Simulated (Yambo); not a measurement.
## SrAlGeH: sweep of GW parameters

G0W0@PBEsol for SrAlGeH (space group P3m1, No. 156) in Yambo. Reference settings: 3×3×2 Γ-centred k mesh, 288 bands and a 8 Ry block in the screening, 288 bands in G with the Bruneval-Gonze terminator, plasmon pole fitted at 27.2 eV. The PBEsol gap A → (0, 0.333, 0) on this mesh is 0.93 eV; G0W0 gaps are taken between the same points.

```
change from the reference       G0W0 gap A → (0, 0.333, 0) (eV)  shift of the valence edge (eV)        rough Yambo cost
------------------------------  -------------------------------  ------------------------------  ----------------------
reference settings                                         1.63                           -0.68                       1
104 bands in W, 104 bands in G                             1.60                           -0.40               about 1/3
184 bands in G                                             1.63                           -0.67                       –
2 Ry block                                                 1.48                           -0.32  within a factor of two
3 Ry block                                                 1.51                           -0.48  within a factor of two
7 Ry block                                                 1.61                           -0.65  within a factor of two
no random integration                                      1.61                           -0.49                       –
no terminator                                              1.62                           -0.62                       –
```

The reference isn't shown to be the converged limit. Costs are rough (shared machines), scaled to the same edge states, and given only for runs that recompute the screening. The mesh misses a band edge: along a dense path the PBEsol gap is 0.48 eV against 0.93 eV on the mesh.

The standard potential for Ge keeps a d shell in the valence without the s and p states of that shell. In tests on such compounds this moved G0W0 gaps by up to about 0.9 eV, so absolute quasiparticle energies here are unreliable; differences between settings are what counts.

Spin-orbit coupling is included.

Geometry relaxed with PBEsol; primitive cell a = 4.2323 Å, b = 4.2323 Å, c = 4.8242 Å, α = 90.00°, β = 90.00°, γ = 120.00°.

The structure is a Materials Project entry; no match was found in the copy of COD used, and its stability was not checked.

A shift is the quasiparticle energy of the state minus its PBEsol energy.
